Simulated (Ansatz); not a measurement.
Input file for Ansatz (a program for electronic structure):

Ansatz 0.2 input:
```yaml
crystal:
  lattice:
    - [0.0, 2.5726112857, 2.5726112857]
    - [2.5726112857, 0.0, 2.5726112857]
    - [2.5726112857, 2.5726112857, 0.0]
  atoms:
    - { symbol: Pd, position: [0.0, 0.0, 0.0] }
    - { symbol: Mo, position: [0.5, 0.5, 0.5] }
kpoints:
  mp_grid: { grid: [14, 14, 14] }
hamiltonian:
  xc: pbesol
  pseudopotentials: { kind: paw }
scf:
  occupations: { method: fermi_dirac, width: 0.1 }
phonons:
  method: dfpt
  response_accuracy: low
  eigenvectors: true
  rigid_motions: translations
```

Output (shortened):

```
Pseudopotential: Pd, paw, valence charge 18
Pseudopotential: Mo, paw, valence charge 14
Functional definition: PBEsol
Crystal: 2 atoms, lattice volume = 34.053 Å³
Basis set: ecut = 420 eV, 645 PW (Γ), exchange–correlation on 50×50×50 points (8 copies of the dense FFT grid, shifted against one another)
Bands: 20, of which v1, the nominal top of the filled ones, is band 16 counted from 1 (15 counted from 0)
Symmetry: 48 space group operations
k-points: 244 of 2744 (irreducible under 8 space group operations, time reversal used)
SCF iter   1: F=—  HF=-11801.908853 eV  |F-HF|=—  |Δ(HF+E_count)|=         —  Δρ=1.38e-2  dr2=7.01e-2  ethr=1.77e-3  ⟨swp⟩=5.0  Hψ=21667  notcnv=0
preconditioner: auto → Kerker (q_TF=auto, 2.700 Å⁻¹)
SCF iter   2: F=—  HF=-11801.895633 eV  |F-HF|=—  |Δ(HF+E_count)|=   1.32e-2  Δρ=7.48e-3  dr2=2.19e-2  ethr=2.19e-4  ⟨swp⟩=1.0  Hψ=6832  notcnv=0
SCF iter   3: F=—  HF=-11801.890103 eV  |F-HF|=—  |Δ(HF+E_count)|=   5.53e-3  Δρ=1.01e-3  dr2=3.41e-4  ethr=6.83e-5  ⟨swp⟩=2.1  Hψ=6595  notcnv=0
SCF iter   4: F=—  HF=-11801.890026 eV  |F-HF|=—  |Δ(HF+E_count)|=   7.68e-5  Δρ=3.68e-4  dr2=4.30e-5  ethr=1.07e-6  ⟨swp⟩=2.1  Hψ=6719  notcnv=0
SCF iter   5: F=—  HF=-11801.890020 eV  |F-HF|=—  |Δ(HF+E_count)|=   6.07e-6  Δρ=8.90e-5  dr2=2.42e-6  ethr=1.34e-7  ⟨swp⟩=1.3  Hψ=5609  notcnv=0
SCF iter   6: F=—  HF=-11801.890021 eV  |F-HF|=—  |Δ(HF+E_count)|=   1.20e-6  Δρ=1.29e-5  dr2=3.77e-8  ethr=7.56e-9  ⟨swp⟩=1.5  Hψ=5381  notcnv=0
SCF iter   7: F=—  HF=-11801.890021 eV  |F-HF|=—  |Δ(HF+E_count)|=   1.04e-8  Δρ=2.27e-6  dr2=1.71e-9  ethr=1.18e-10  ⟨swp⟩=2.2  Hψ=8153  notcnv=0
SCF iter   8: F=—  HF=-11801.890021 eV  |F-HF|=—  |Δ(HF+E_count)|=  9.09e-12  Δρ=3.01e-7  dr2=2.36e-11  ethr=5.35e-12  ⟨swp⟩=2.6  Hψ=7569  notcnv=0
SCF iter   9: F=-11801.890021 eV  HF=-11801.890021 eV  |F-HF|=3.64e-12  |Δ(HF+E_count)|=  3.64e-12  Δρ=4.22e-8  dr2=3.47e-13  ethr=1.00e-12  ⟨swp⟩=4.9  Hψ=19299  notcnv=0
SCF 1 converged in 9 iterations: F = -11801.890021 eV  dr2 = 3.47e-13
DFPT response loops at Γ: preconditioner auto → Kerker (q_TF=auto, 2.700 Å⁻¹) (partly filled bands, converged f_vac=0.000) …
SCF converged after 9 iterations
Free energy (F): -11801.890021 eV
Harris-Foulkes:  -11801.890021 eV  (|F-HF|=3.64e-12)
Internal energy: -11801.780906 eV  (E = F + TS)
E sigma→0 (E₀):  -11801.835463 eV
Entropy (-TS):   -0.109115 eV (-54.558 meV/atom)
Fermi energy:    18.263506 eV
--- Per-component energies (eV) ---
  E_band       = -284.080854
  E_kinetic    = 953.944668
  E_local      = -2986.193828  (includes V_loc(G=0)·N_el)
  E_nonlocal   = 362.884500
  E_hartree    = 1149.232174
  E_xc         = -349.161292
  E_vxc        = -438.420274  (∫ρ·V_xc dr)
  E_paw        = -6828.293171  (= ΣΔE_a)
  E_vpaw       = -474.760554  (= ΣTr[D̂ρ^β])
  E_aug_tail   = 0.000291  (compensation charges beyond the density's cutoff)
  E_ewald      = -4104.706072
  E_core_change = 0.511823  (= ΣΔE_core)
  E_smearing   = -0.109115  (= −TS)
  E_closure    =  0.000000  (closes the sum)
  Σ components = -11801.890021   (vs F -11801.890021, Δ=0.00e0)
  [band-id]    e_kinetic+e_local+e_nonlocal+2·e_hartree+e_vxc+e_vpaw+e_augmentation_tail = -284.080849   (vs E_band -284.080854, Δ=4.80e-6)
--- Band table (eV; the first three rows and the last of 244) ---
  k-point 0: bands = ["-67.1464", "-43.0879", "-32.8922", "-32.8922", "-32.8922", "-17.1279", "-17.1279", "-17.1279", "11.0498", "12.5809", "12.5809", "13.1526", "13.1526", "13.1526", "19.4184", "19.4184", "19.4184", "21.3209", "21.3209", "26.8864"]
  k-point 1: bands = ["-67.1463", "-43.0878", "-32.8924", "-32.8923", "-32.8923", "-17.1337", "-17.1297", "-17.1297", "11.1633", "12.6401", "12.6401", "13.1599", "13.2086", "13.2086", "19.3177", "19.3657", "19.3657", "21.1094", "21.1094", "27.0524"]
  k-point 2: bands = ["-67.1462", "-43.0875", "-32.8928", "-32.8924", "-32.8924", "-17.1500", "-17.1350", "-17.1350", "11.4961", "12.8148", "12.8148", "13.1873", "13.3725", "13.3725", "19.0380", "19.1988", "19.1988", "20.5658", "20.5658", "27.1699"]
  k-point 243: bands = ["-67.1450", "-43.0805", "-32.9071", "-32.9047", "-32.8935", "-17.1906", "-17.1853", "-17.1798", "13.0589", "13.3682", "13.7375", "13.7911", "15.2588", "15.3717", "17.6101", "17.9413", "18.3720", "18.9880", "21.0940", "21.9062"]
--- Phonons (Γ-DFPT): 2 representative perturbations + reference, on 244 of 2744 k-points (Σ response iterations 6) ---
  ASR residual: 2.337e-3 → 0.000e0 eV/Å²; symmetrization residual: 6.965e-5 eV/Å²
  ASR residual per site (eV/Å²): 1.11e-3 2.34e-3
  Γ frequencies (cm⁻¹): 0.00 0.00 0.00 143.08 143.08 143.08
  non-analytic LO–TO correction: not included (Born effective charges unavailable; polar crystals: no LO–TO splitting at Γ)
```

Cost: about 30 core-seconds (a rough figure) on shared cores.

Space group Fm-3m (rock salt). The start of the workflow was typed in or built on a structure type; neither database checked (COD, Materials Project) lists it. Its standing as an ambient phase is unchecked. Symmetry was held in the PBEsol relaxation. At this level the phase is mechanically unstable. No spin polarisation was allowed. Its formation energy is positive at this level, so the cell may be metastable or incomplete. As this level gives no gap, phonon frequencies hold no LO–TO term and depend on the k-mesh and smearing (Fermi–Dirac, 0.1 eV here). Scalar-relativistic: spin–orbit coupling is off unless named, which matters more the heavier the elements.

Potentials: the later of the program's two PAW sets.

Ansatz is a plane-wave DFT program.
